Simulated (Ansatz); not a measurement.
What a change of settings does to a run on GdIn

The geometry is COD entry 2310167, unchecked; take it as a test cell.

First run: DFT, PBEsol, all-electron LAPW, scalar-relativistic (Ansatz 0.2.0).

Command: `ansatz run input.yaml --threads 1 --pin off --max-ram 3072MiB --backend cpu --events-out ev --progress --plain --runs-dir out` The run took 2.4 min on 1 thread of Arm Neoverse V1, with other jobs on the host.

```yaml
crystal:
  lattice:
    - [3.83, 0.0, 0.0]
    - [0.0, 3.83, 0.0]
    - [0.0, 0.0, 3.83]
  atoms:
    - { symbol: Gd, position: [0.0, 0.0, 0.0], spin: 7.0 }
    - { symbol: In, position: [0.5, 0.5, 0.5] }
magnetization:
  spin_polarized: true
kpoints:
  mp_grid: { grid: [9, 9, 9] }
scf:
  occupations: { method: fermi_dirac, width: 0.05 }
hamiltonian:
  xc: pbesol
  pseudopotentials: { kind: all_electron, lapw: { basis_error: 0.001 } }
output:
  forces: true
  stress: true
relax:
  f_tol: 0.005
  max_steps: 80
  cell: {}
```

Result: converged; relaxed volume 26.252 Å³/atom; moment 7.20 μB; 48 SCF iterations in all.

Where the f shell is localised, expect the real compound to differ from this run without U.

Spin–orbit coupling is left out, though it moves levels of the heavy atoms by tenths of an eV or more.

The input is then changed:

```diff
@@ -10,5 +10,5 @@
   spin_polarized: true
 kpoints:
-  mp_grid: { grid: [9, 9, 9] }
+  mp_grid: { grid: [14, 14, 14], shift: [0.5, 0.5, 0.5] }
 scf:
   occupations: { method: fermi_dirac, width: 0.05 }
```

Problem. What does the second run give?

Solution. It converged; energy at zero smearing +1.1 meV/atom from the first run; relaxed volume 26.201 Å³/atom; moment 7.14 μB; 50 SCF iterations in all.
